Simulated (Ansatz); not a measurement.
Given:

Zr (hcp, Mg type)

```
CELL_PARAMETERS angstrom
      3.24591     0.00000     0.00000
     -1.62295     2.81104     0.00000
      0.00000     0.00000     5.15116
ATOMIC_POSITIONS crystal
  Zr 0.33333 0.66667 0.75000
  Zr 0.66667 0.33333 0.25000
```

This relaxed cell (volume V₀) is scaled evenly in all directions, its shape held. Symmetry pins the atoms to their sites.

These are r2SCAN (plane waves to 500 eV, PAW, scalar-relativistic; Ansatz, a first-principles code) values and carry that method's errors. k mesh 16×16×9 (Γ-centred), Fermi-Dirac smearing 0.05 eV. The energy includes the smearing's −TS. Compression counts positive. With the shape held, the modulus is that of even scaling; a crystal free to change shape is softer. The PAW data are Ansatz's earlier set. Zr is run without spin polarisation. Zr was relaxed with its symmetry unable to fall. The zero of ΔE is the relaxed starting cell.

The scan covers V/V₀ from 0.900 to 1.100 in 9 points.

What is the fitted pressure derivative B₀′?

3.3.

What bulk modulus at fixed cell shape B₀ follows from a third-order Birch-Murnaghan fit?

95.5 GPa.

(A scan under strain: stresses follow from slopes of the energy per volume, elastic moduli from its curvatures.)
